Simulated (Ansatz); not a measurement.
Data:

Be$_{2}$Ag:
Space group Fd-3m, origin choice 1 (No. 227); a = b = c = 6.3806 Å, α = β = γ = 90.00°

```tsv
atom	site	symmetry	x	y	z
Ag	8a	-43m	0.0000	0.0000	0.0000
Be	16d	.-3m	0.6250	0.6250	0.6250
```
(The calculation used a cell of 6 atoms; values per cell refer to that cell.)

This is the r²SCAN-relaxed structure.

Q: All from DFT-r²SCAN in the program Ansatz with PAW potentials, unless another level is named. Predict the formation energy from the elements (no fitted shifts).

A: 0.026 eV/atom.

Q: What about the density of states at the Fermi level?

A: 0.13 states/eV per atom (mean over ±0.08 eV).

Q: And the gap with spin–orbit coupling?

A: none (metallic).

The workflow started from an entry of the Crystallography Open Database (COD). Whether it is the stable phase at ambient conditions was not checked. The cell was relaxed with r²SCAN under the symmetry of its start; whether a distortion lowers the energy is not shown. The run is not spin-polarised. The references are the lowest solids computed at this level, not always the standard phases. Spin–orbit coupling is left out wherever it is not named.

Potentials: the later of the program's two PAW sets.
